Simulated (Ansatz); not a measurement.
CuPd:
```yaml
crystal:
  lattice:
    - [1.40622, -2.21032, 0.00000]
    - [1.40622, 2.21032, 0.00000]
    - [0.00000, 0.00000, 4.25853]
  atoms:
    - { symbol: Cu, position: [0.00000, 0.00000, 0.00000] }
    - { symbol: Pd, position: [0.50000, 0.50000, 0.50000] }
```

Relaxed with PBEsol. Special points in fractions of this cell's reciprocal vectors: Γ (0.000, 0.000, 0.000); Y (-0.500, 0.500, 0.000); C0 (-0.351, 0.649, 0.000); Σ0 (0.351, 0.351, 0.000); Z (0.000, 0.000, 0.500); A0 (0.351, 0.351, 0.500); E0 (-0.351, 0.649, 0.500); T (-0.500, 0.500, 0.500); S (0.000, 0.500, 0.000); R (0.000, 0.500, 0.500).

List the band energies nearest the Fermi level at these points for PBEsol (plane waves, PAW; program Ansatz).

In eV from the Fermi level; about four levels below and three above (degenerate sets whole), none deeper than 8.9 eV; … stands for higher levels left out; points with the same levels are listed once.

```tsv
k	below	above
Γ	-1.63 -1.55 -0.71 -0.10	0.37 6.27 16.50
Y	-1.10 -0.43 -0.40 -0.22	0.45 5.44 7.59
C0	-1.72 -1.38 -1.22 -0.93	4.01 4.25 5.71
Z	-1.77 -1.53 -1.26 -0.78	13.06 15.60 …
A0	-1.45 -1.28 -1.06 -0.59	4.85 6.02 7.19
T	-2.09 -1.97 -1.74 -1.08	0.43 4.03 4.15
S	-1.74 -1.32 -1.24 -0.01	1.18 2.99 9.26
R	-1.31 -1.15 -0.60 -0.38	0.28 0.35 1.24
```

Space group Cmmm. The workflow started from a Materials Project entry (that database holds measured and hypothetical structures alike); the Crystallography Open Database copy checked does not list it. COD files the formula under space group No. 221. With Cu and Pd taken as one species the cell has the higher symmetry I4/mmm, so it may be an ordered model of a mixed-site phase. Whether it is the stable phase at ambient conditions was not checked. Symmetry was held in the PBEsol relaxation. At this level the phase is dynamically unstable (imaginary phonons). The run is not spin-polarised. Scalar-relativistic: spin–orbit coupling is off unless named, which matters more the heavier the elements.

Potentials: the later of the program's two PAW sets.
